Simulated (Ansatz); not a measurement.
Values for one crystal, relaxed and computed with DFT-PBEsol in the program Ansatz with PAW potentials; other levels are named.

Volume per atom: 14.42 Å³
Electronic character: metallic (no gap)
Density of states at the Fermi level: 1.0 states/eV per atom (mean over ±0.08 eV)
Formation energy from the elements (no fitted shifts): 99 meV/atom

Problem. Which compound is it?
A) BeCo, CsCl type
B) Sn4Au, Ccce (Sn on 16i, Au on 4a)
C) AlCo, CsCl type
D) CoPtAu, P3m1 (Co on 1a, Pt on 1b, Au on 1c)

Solution. D, CoPtAu, P3m1 (Co on 1a, Pt on 1b, Au on 1c)

The start of the workflow was typed in or built on a structure type; neither database checked (COD, Materials Project) lists it. Whether it is the stable phase at ambient conditions was not checked. The PBEsol relaxation kept the symmetry of its start; its stability against distortions is not shown here. Spin order of the final state: ferromagnetic, the only order run, not a proven ground state. The references are the lowest solids computed at this level, not always the standard phases. Spin–orbit coupling is left out wherever it is not named.

Potentials: the earlier of the program's two PAW sets. The files were generated under PBE; for other functionals the program regenerates the frozen cores, and for LDA and PBEsol the local potential too.
